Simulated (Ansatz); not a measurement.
Task: ZrN (rock salt, space group No. 225) is relaxed with the program Ansatz at the PBE level (PAW). What lattice parameters of the conventional cell result?

Result: a = 4.595 Å.

Task: Is it a metal or does it have a gap at this level?

Result: No gap at this level.

Space group Fm-3m (rock salt). The cell was relaxed with PBE under the symmetry of its start. The run is not spin-polarised. With an odd number of electrons in the cell and no spin polarisation, the count alone makes it a metal. Spin–orbit coupling is left out wherever it is not named.

Potentials: the earlier of the program's two PAW sets.
